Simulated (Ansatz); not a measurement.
## BiTe: computed property card

BiTe (rock salt, Fm-3m), a = b = c = 6.467 Å, α = β = γ = 90.00°; the cell used has 2 atoms.

Space group Fm-3m (No. 225), rock salt; conventional cell a = b = c = 6.4666 Å, α = β = γ = 90.00°.

Method: plane-wave PAW r²SCAN (Ansatz code). Geometry: relaxed at this level of theory. Other levels are named where they apply.

Cell and energy:

```yaml
volume_per_atom: 33.80 Å³
density: 8.27 g/cm³
Formation energy from the elements (no fitted shifts): -0.053 eV/atom
```

Electronic structure:

```yaml
electronic_character: metallic (no gap)
Density of states at the Fermi level: 0.77 states/eV per atom (mean over ±0.08 eV)
Gap with spin–orbit coupling: none (metallic)
```

Mechanics:

```yaml
Bulk modulus (Birch–Murnaghan fit): 510 kbar
Pressure derivative B′: 4.7
```

Charges:

```yaml
bader_charges: Bi +0.45, Te -0.45 e
```

The workflow started from an entry of the Crystallography Open Database (COD), which files this formula under 2 space groups. Whether it is the stable phase at ambient conditions was not checked. The r²SCAN relaxation kept the symmetry of its start; its stability against distortions is not shown here. With an odd number of electrons in the cell and no spin polarisation, the count alone makes it a metal. The references are the lowest solids computed at this level, not always the standard phases. Scalar-relativistic: spin–orbit coupling is off unless named, which matters more the heavier the elements.

Potentials: the later of the program's two PAW sets.
